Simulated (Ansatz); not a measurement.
**CrIr (P-6m2), stationary points along a deformation path**

All numbers below come from DFT PBEsol, scalar-relativistic, plane waves, PAW in Ansatz 0.2.0. Settings: plane waves to 420 eV, k-mesh 24×24×12 (Γ-centred), Gaussian smearing 0.15 eV. Spin–orbit coupling is left out, which matters for the heavy elements here. No spin polarisation. A magnetic state may lie lower. Energies are free energies at this smearing, counted from the undisturbed cell; pressure is positive in compression.

Zero of the scan (as given, not relaxed at this level; it stands at -5.1 GPa, and it needn't be the usual structure):

```
CELL_PARAMETERS angstrom
2.66753 0.00000 0.00000
-1.33377 2.31015 0.00000
0.00000 0.00000 4.19974
ATOMIC_POSITIONS crystal
Cr 0.66667 0.33333 0.00000
Ir 0.33333 0.66667 0.50000
```

At fixed volume and fractional coordinates, lengths along (0.000, 0.000, 1.000) are scaled against those across it; ρ is that ratio over its starting value. V = 12.940 Å³/atom. Δσ is the stress along the axis less the mean stress across it (compression positive).

| ρ | ΔE (meV/atom) | Δσ (GPa) | space group |
| --- | --- | --- | --- |
| 0.850 | 270.4 | 54.53 | P-6m2 |
| 0.920 | 76.7 | 33.37 | P-6m2 |
| 1.000 | 0.0 | -0.71 | P-6m2 |
| 1.100 | 119.4 | -46.11 | P-6m2 |
| 1.200 | 426.7 | -83.36 | P-6m2 |

**Question.** How does the stress give the slope of the energy, and where is the energy stationary?

**Answer.** Along the path d ln(length) is 2/3 d ln ρ on the axis and −1/3 d ln ρ across it, so dE/d ln ρ = −(2/3) V Δσ: the energy falls with ρ where Δσ is positive. Δσ vanishes or changes sign between ρ = 0.920 and 1.000, a minimum (near 1.00 by linear interpolation). Pairs of stationary points between two samples would go unseen, and could change a minimum read from distant neighbours into a maximum.

**Question.** Integrate that slope from ρ = 1 to 0.850 by the trapezoid rule.

**Answer.** With V/N in Å³ and 1 eV/Å³ = 160.2 GPa the slopes at ρ = 1.000, 0.920, 0.850 are 38, -1797, -2936 meV/atom per unit of ln ρ. The steps add 73.3 + 187.3 = 260.6 meV/atom, against 270.4 from the energies; the trapezoid rule misses the curvature of the slope within each step.

In a metal these slopes depend on the k mesh and the smearing.